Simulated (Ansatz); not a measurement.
**CdPd: moving Pd off its site**

CdPd, P4/mmm, a = 3.028 Å, c = 3.631 Å (as given, not relaxed at this level: -1.3 GPa). The structure is a COD entry; whether it is the stable form wasn't checked. Ansatz: PBEsol, PAW, 420 eV, Γ-centred 16×16×14 mesh on 2 atoms, Gaussian smearing 0.15 eV; no spin polarisation.

```xyz
2
Lattice="3.0276 0.0000 0.0000 0.0000 3.0276 0.0000 0.0000 0.0000 3.6310" Properties=species:S:1:pos:R:3 pbc="T T T"
Cd    0.0000    0.0000    0.0000
Pd    1.5138    1.5138    1.8155
```

Atom 2 (Pd) moves by x along the unit vector (0.000, 0.000, 1.000), with its periodic images; all else is held. y is the free energy of the cell over the start, F the force along the path summed over the moved atoms. Symmetry makes y even in x.

| x (Å) | y (meV) | F (eV/Å) |
| --- | --- | --- |
| -0.1000 | 33.14 | 0.66 |
| -0.0500 | ? | ? |
| 0.0000 | 0.00 | 0.00 |
| 0.0125 | 0.52 | -0.08 |
| 0.0250 | 2.07 | -0.17 |
| 0.0375 | 4.65 | -0.25 |
| 0.0625 | 12.93 | -0.41 |
| 0.0750 | 18.62 | -0.50 |
| 0.0875 | 25.36 | -0.58 |

Fit y = c2 x² + c4 x⁴ to the energies of the other rows, give the force constant, and predict energy and force of the missing row.

Least squares on the rows shown. y = 3306.6 x² + 737.32 x⁴. The force constant is 2 c2 = 6.61 eV/Å² (for all images moving together, not for a lone atom). The force −dy/dx at the missing row is 0.33 eV/Å (computed 0.33). At x = -0.0500 the fit asked for gives 8.27 meV. The run gave 8.27 meV, the same to the digits shown.